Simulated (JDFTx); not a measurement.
Nb(100) slab cut from bulk Nb (space group Im-3m, indices of the conventional cell, lattice of the Materials Project entry mp-75, not re-optimised): 6 atoms in 6 planes, a 1x1 cell of 11.01 Å² (|a| = 3.318, |b| = 3.318 Å), 8.0 Å between the outermost planes, cell height 24.3 Å, 6×6×1 k mesh, Fermi smearing 0.01 Ha, no spin polarisation.

All numbers are PBE, GBRV ultrasoft potentials, plane waves to 20/100 Ha results from a modified build of JDFTx, not measurements. Liquid on both sides: CANDLE, water, 1 M NaCl; nuclei fixed. 

Charging data:

```csv
U − U_pzc (V),σ (μC/cm²)
0.00,0.00
0.16,6.00
0.31,12.04
0.51,19.46
0.71,26.15
```

A calculation by hand: a check of Lippmann's equation. The grand free energy per area against the neutral slab, Δγ = [F(N) − F(N₀) − μ(N − N₀)]/2A, is taken from the total energies of the same runs.

```csv
U − U_pzc (V),Δγ (mJ/m²)
0.00,0.0
0.16,-4.7
0.31,-18.2
0.51,-49.9
0.71,-95.6
```

Δγ is largest at zero charge and falls away from it, as dγ/dU = −σ demands. At 0.71 V the computed -95.6 mJ/m² stands beside -92.9 mJ/m² from the constant-capacitance formula.
